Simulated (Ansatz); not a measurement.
This run works on a proposed trial structure, not on a known crystal.

Input and command of a plane-wave DFT calculation in Ansatz:

```yaml
crystal:
  lattice:
    - [1.483481072, 0.8564881963, 7.9942078566]
    - [-1.483481072, 0.8564881963, 7.9942078566]
    - [0.0, -1.7129763925, 7.9942078566]
  atoms:
    - { symbol: Zr, position: [0.0, 0.0, 0.0] }
    - { symbol: Nb, position: [0.7772583232, 0.7772583232, 0.7772583232] }
    - { symbol: Nb, position: [0.2227416768, 0.2227416768, 0.2227416768] }
    - { symbol: "N", position: [0.5, 0.5, 0.5] }
    - { symbol: "N", position: [0.6088702078, 0.6088702078, 0.6088702078] }
    - { symbol: "N", position: [0.3911297922, 0.3911297922, 0.3911297922] }
basis:
  ecutwfc: 420
kpoints:
  mp_grid: { grid: [12, 12, 12] }
hamiltonian:
  xc: pbe
scf:
  occupations: { method: gaussian, width: 0.1 }
output:
  forces: true
  stress: true
  eigenvalues: true
relax:
  adjacent_minimum: "off"
  f_tol: 0.01
  max_steps: 30
  cell: { stress_tol: 0.1, fix: [volume] }
```

```bash
ansatz run input.yaml --threads 1 --pin off --max-ram 2560MiB --backend cpu --events-out ev --progress --plain --runs-dir out
```

Processor: Arm Neoverse V1, 1 thread, on a host shared with other jobs.

**Question.** How long does it run, and how much memory does it take?

**Answer.** About 91 s, peak memory 0.57 GiB. It solves 33 bands at 189 k points (after reduction by symmetry) with about 1161 plane waves, in 22 SCF iterations over 4 ionic steps.
